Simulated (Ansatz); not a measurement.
**Thermal properties of Mg2CdSe3 from its phonons**

All numbers below come from DFT PBE, scalar-relativistic, plane waves, PAW (Ansatz 0.2.0). Settings: 420 eV plane-wave cutoff, Γ-centred 6×6×2 mesh, fixed occupations. No spin polarisation. Phonons by linear response, acoustic sum rule imposed.

The cell, relaxed at this level:
```cif
data_structure
_symmetry_space_group_name_H-M 'P6_3mc'
_symmetry_Int_Tables_number 186
_cell_length_a 4.3007
_cell_length_b 4.3007
_cell_length_c 20.8767
_cell_angle_alpha 90.000
_cell_angle_beta 90.000
_cell_angle_gamma 120.000
_cell_volume 334.40
loop_
_atom_site_label
_atom_site_type_symbol
_atom_site_symmetry_multiplicity
_atom_site_Wyckoff_symbol
_atom_site_fract_x
_atom_site_fract_y
_atom_site_fract_z
_atom_site_occupancy
Mg1 Mg 2 b 0.66667 0.33333 0.16740 1
Mg2 Mg 2 b 0.66667 0.33333 0.83025 1
Cd1 Cd 2 b 0.66667 0.33333 0.50092 1
Se1 Se 2 b 0.66667 0.33333 0.29195 1
Se2 Se 2 b 0.66667 0.33333 0.62941 1
Se3 Se 2 b 0.66667 0.33333 0.95507 1
```

It was reached by relaxing an invented guess, and it needn't be the stable form of this composition. The q mesh is coarse, so values between its points are rough. The run warned that its linear response isn't converged on this k mesh, so dielectric tensors, Born charges and infrared intensities are rough, and the frequencies may be too. Modes under 40 cm⁻¹ are poorly fixed.

Force constants from linear response on a 2×2×1 q mesh, interpolated to a fine mesh.

Question: How much zero-point energy does an atom carry?

Answer: 29.5 meV.

Question: How large are the vibrational entropy and heat capacity at 300 K?

Answer: S = 4.49 k_B and C_V = 2.82 k_B per atom, 94 % of the Dulong–Petit value.

Question: Tabulate them against temperature.

Answer:
```
T (K)  F_vib (meV/atom)  S (k_B/atom)  C_V (k_B/atom)
  100              23.0          1.76            1.95
  200               0.4          3.38            2.63
  300             -33.7          4.49            2.82
  400             -76.1          5.31            2.90
  500            -124.8          5.96            2.93
  600            -178.5          6.50            2.95
  700            -236.6          6.96            2.97
  800            -298.2          7.35            2.97
  900            -363.1          7.70            2.98
 1000            -430.9          8.02            2.98
```
